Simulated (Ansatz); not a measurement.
AlCu₃ (Cu3Au type, Pm-3m) at seven volumes, the program Ansatz at the r²SCAN level (PAW), scaled uniformly. One row is withheld.

```
V (Å³/atom)  P (GPa)
-----------  -------
10.995         17.73
11.357         10.78
11.720             ?
12.082          0.00
12.445         -4.15
12.807         -7.63
13.170        -10.57
```

Q: Fit the shown pressures and predict the withheld one.

A: P = (3/2)B₀(x^(7/2) − x^(5/2))[1 + (3/4)(B′ − 4)(x − 1)] with x = (V₀/V)^(2/3). Least squares on the six rows gives V₀ = 12.082 Å³/atom, B₀ = 150 GPa, B′ = 4.74. At V = 11.720, x = 1.0205 and P = 4.90 GPa. The run itself gave 4.93 GPa.

The workflow started from a Materials Project entry (that database holds measured and hypothetical structures alike); the Crystallography Open Database copy checked does not list it. With Al and Cu taken as one species the cell has the higher symmetry Fm-3m, so it may be an ordered model of a mixed-site phase. Its standing as an ambient phase is unchecked. Symmetry was held in the r²SCAN relaxation; of distortions, only those at the zone centre were tested. No spin polarisation was allowed.

Potentials: the later of the program's two PAW sets.
